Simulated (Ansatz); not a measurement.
AlAg:
```
AlAg
1.0
    1.42550    -5.22108     0.00000
    1.42550     5.22108     0.00000
    0.00000     0.00000     4.50660
Ag Al
2 2
Cartesian
  1.42550  -1.72208   1.12665
  1.42550   1.72208   3.37995
  1.42550  -4.45023   1.12665
  1.42550   4.45023   3.37995
```

Relaxed with r²SCAN.

**Question.** Tabulate the valence density and the electron localisation function along the shortest Ag–Ag contact (2.85 Å), DFT-r²SCAN in the program Ansatz with PAW potentials.

**Answer.** 

```
distance from Ag (Å)  density (e/Å³)   ELF
--------------------  --------------  ----
0.29                           16.58  0.71
0.43                           11.08  0.58
0.57                            6.38  0.50
0.71                            3.18  0.44
0.86                            1.41  0.35
1.00                            0.64  0.25
1.14                            0.36  0.18
1.28                            0.26  0.16
1.43                            0.23  0.16
1.57                            0.26  0.16
1.71                            0.36  0.18
1.85                            0.64  0.25
2.00                            1.41  0.35
2.14                            3.18  0.44
2.28                            6.38  0.50
2.42                           11.08  0.58
2.57                           16.58  0.71
```

The density is the valence pseudo-density with augmentation charge, so density and ELF within about 1 Å of a nucleus are not all-electron values.

Space group Cmcm. The start of the workflow was typed in or built on a structure type; neither database checked (COD, Materials Project) lists it. Its standing as an ambient phase is unchecked. The r²SCAN relaxation kept the symmetry of its start; whether a distortion lowers the energy is not shown. The run is not spin-polarised.

Potentials: the earlier of the program's two PAW sets.
